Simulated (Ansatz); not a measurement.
Hf$_{3}$N$_{2}$O$_{3}$:
```
CELL_PARAMETERS angstrom
      5.17629     1.99787     0.00000
     -5.17629     1.99787     0.00000
     -0.06469     0.00000    10.41004
ATOMIC_POSITIONS crystal
  Hf 0.85551 0.14449 0.43454
  Hf 0.85276 0.14724 0.06302
  Hf 0.80654 0.19346 0.75186
  Hf 0.19263 0.80737 0.24392
  Hf 0.14139 0.85861 0.94092
  Hf 0.13907 0.86093 0.56267
  N  0.70085 0.29915 0.57272
  N  0.69564 0.30436 0.91893
  N  0.76218 0.23782 0.25539
  N  0.29866 0.70134 0.07390
  O  0.95372 0.04628 0.88326
  O  0.95763 0.04237 0.61927
  O  0.04725 0.95275 0.38698
  O  0.04350 0.95650 0.11623
  O  0.30732 0.69268 0.42883
  O  0.24535 0.75465 0.74757
```

Relaxed with LDA. Special points in fractions of this cell's reciprocal vectors: Γ (0.000, 0.000, 0.000); C (0.287, 0.287, 0.000); C2 (-0.287, 0.713, 0.000); Y2 (-0.500, 0.500, 0.000); M2 (-0.500, 0.500, 0.500); D (-0.287, 0.713, 0.500); D2 (0.287, 0.287, 0.500); A (0.000, 0.000, 0.500); L2 (0.000, 0.500, 0.500); V2 (0.000, 0.500, 0.000).

### Question
List the band energies nearest the valence-band maximum at these points for LDA (plane waves, PAW; program Ansatz).

### Answer
In eV from the valence-band maximum; about four levels below and three above (degenerate sets whole), none deeper than 8.9 eV; points with the same levels are listed once.

```tsv
k	below	above
Γ	-1.16 -0.62 -0.15 -0.12	3.17 3.66 3.71
C	-1.08 -1.00 -0.87 -0.71	3.57 3.77 4.05
Y2	-1.12 -0.77 -0.28 -0.28	3.02 3.38 3.82
M2	-1.06 -0.81 -0.56 -0.24	3.11 3.31 3.90
D	-1.13 -1.09 -0.87 -0.65	3.58 3.78 4.18
A	-0.83 -0.81 -0.32 -0.32	3.26 3.60 3.95
L2	-1.16 -1.01 -0.79 -0.66	3.65 3.79 4.11
V2	-1.20 -1.01 -0.93 -0.59	3.58 3.76 3.91
```

Space group Cm. The first step of the workflow began from a Materials Project structure, measured or hypothetical; the Crystallography Open Database copy checked does not list it. With N and O taken as one species the cell has the higher symmetry Cmcm, so it may be an ordered model of a mixed-site phase. Whether it is the stable phase at ambient conditions was not checked. The cell was relaxed with LDA under the symmetry of its start; its stability against distortions is not shown here. The run is not spin-polarised. Scalar-relativistic: spin–orbit coupling is off unless named, which matters more the heavier the elements.

Potentials: the later of the program's two PAW sets.
